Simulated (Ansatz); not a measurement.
**Formation energy of rocksalt-structured ReP**

Method: PBE, scalar-relativistic; no spin polarisation; PAW, 420 eV, 12×12×12 k-mesh, Gaussian smearing of 0.05 eV; code Ansatz. The datasets are Ansatz's generated set soft_2.

The cell came from substitution into a structure type; whether the compound takes it is for experiment to say.

It takes space group Fm-3m (No. 225, cubic). Conventional cell: a = 4.916 Å, b = 4.916 Å, c = 4.916 Å, α = 90.00°, β = 90.00°, γ = 90.00°. Re (site symmetry m-3m) has 6 P at 2.46 Å as nearest neighbours. Around P (site symmetry m-3m) lie 6 Re at 2.46 Å. (Neighbours are counted to 15 % beyond the shortest distance.)

The elements were computed in their standard states with the same datasets, cutoff and functional. Absolute energies hang on the potentials; compare differences alone.

Energy of the relaxed cell (2 atoms, smearing extrapolated to zero): -11622.527 eV. Elements, in eV/atom: Re -10868.076, P -755.674.

What is the formation energy?

[-11622.527 − (1 × -10868.076 + 1 × -755.674)] / 2 = 0.61 eV/atom, or 59 kJ per mole of atoms.

The value is for 0 K, without zero-point energy. A positive value means that this structure is unstable even against the elements at this level.

Spin–orbit coupling, which matters for such heavy elements, is left out. A displaced or strained copy of the relaxed cell lay 3.0 meV/atom lower, so the structure isn't a true minimum at this level, unless the mesh, which matters in a metal, makes it so.
